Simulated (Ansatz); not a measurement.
Mg in space group P6/mmm (No. 191; Mg on 2e, Mg on 2d, Mg on 3f) at seven volumes, the program Ansatz at the r²SCAN level (PAW), shape and atoms relaxed at each. One row is withheld.

```tsv
V (Å³/atom)	P (GPa)
21.233	4.21
21.933	2.60
22.633	1.20
23.333	0.00
24.033	-1.04
24.733	-1.93
25.433	?
```

Task: Fit the shown pressures and predict the withheld one.

Result: Third-order Birch–Murnaghan: P = (3/2)B₀(x^(7/2) − x^(5/2))[1 + (3/4)(B′ − 4)(x − 1)] with x = (V₀/V)^(2/3). Least squares on the six rows gives V₀ = 23.333 Å³/atom, B₀ = 37.16 GPa, B′ = 3.90. At V = 25.433, x = 0.9442 and P = -2.71 GPa. The run itself gave -2.71 GPa.

The start of the workflow was typed in or built on a structure type; the Crystallography Open Database copy checked does not list it. It is not the phase usual at ambient conditions (space group No. 194). The r²SCAN relaxation kept the symmetry of its start; whether a distortion lowers the energy is not shown.

Potentials: the earlier of the program's two PAW sets.
